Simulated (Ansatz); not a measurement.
A geometry of AlPt away from equilibrium: the start of the relaxation of a relaxed AlPt cell with one Pt and one Al atom exchanged in a cell of 8 atoms. Level of theory: PBEsol (plane waves to 420 eV, PAW, scalar-relativistic; Ansatz, an electronic-structure program). Γ-centred k-mesh 7×7×7 on the run's cell (coarser than for final values), Fermi–Dirac smearing 0.05 eV.

```xyz
8
Lattice="4.8684 0.0000 0.0000 0.0000 4.8684 0.0000 0.0000 0.0000 4.8684" Properties=species:S:1:pos:R:3:forces:R:3 pbc="T T T" free_energy=-51638.533 pressure_GPa=7.4
Al     4.1095     4.1095     4.1095    0.0861    0.5526    0.2689
Al     3.1930     0.7588     1.6753   -0.8137   -0.2104   -0.0760
Pt     1.6753     3.1930     0.7588    0.3758   -0.1231    0.6815
Al     0.7588     1.6753     3.1930    0.4937   -0.1886    0.3558
Pt     0.7495     0.7495     0.7495   -1.6699   -0.1408    0.2790
Pt     1.6847     4.1189     3.1837   -0.0220    0.6966   -0.1463
Pt     3.1837     1.6847     4.1189    1.2559   -0.4115   -0.9918
Al     4.1189     3.1837     1.6847    0.2941   -0.1749   -0.3711
```

Positions in Å, forces in eV/Å, free energy of the cell in eV (comparable only within this code, potentials and settings). Largest force: 1.70 eV/Å, on Pt5 (atoms numbered as listed); the geometry lies 0.21 eV/atom above the end of its relaxation.

No spin polarisation in the result.

Of the parent cell (P2₁3 (No. 198)): The relaxation started from an entry of Materials Project.

The runs began from a structure in Materials Project; this end point is another cell, not compared with measured phases.
